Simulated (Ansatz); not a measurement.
TaN (rock salt, Fm-3m) under volume change, LDA in the plane-wave PAW code Ansatz, scaled uniformly.

| V (Å³/atom) | E − E(relaxed) (meV/atom) | P (GPa) |
|---|---|---|
| 9.347 | 115.8 | 43.69 |
| 9.656 | 48.6 | 26.70 |
| 9.964 | ? | ? |
| 10.272 | 0.0 | 0.00 |
| 10.580 | 10.3 | -10.42 |
| 10.888 | 39.1 | -19.28 |
| 11.196 | ? | ? |

Problem. Complete the blanks.

Solution. 
- 9.964, E − E(relaxed) (meV/atom): 11.5
- 9.964, P (GPa): 12.27
- 11.196, E − E(relaxed) (meV/atom): 83.6
- 11.196, P (GPa): -26.80

Problem. What does a third-order Birch–Murnaghan fit give for V₀, B₀ and B′?

Solution. V₀ = 10.27 Å³/atom, B₀ = 376 GPa, B′ = 4.4.

The LDA relaxation kept the symmetry of its start; of distortions, only those at the zone centre were tested. The run is not spin-polarised. Scalar-relativistic: spin–orbit coupling is off unless named, which matters more the heavier the elements.

Potentials: the earlier of the program's two PAW sets.
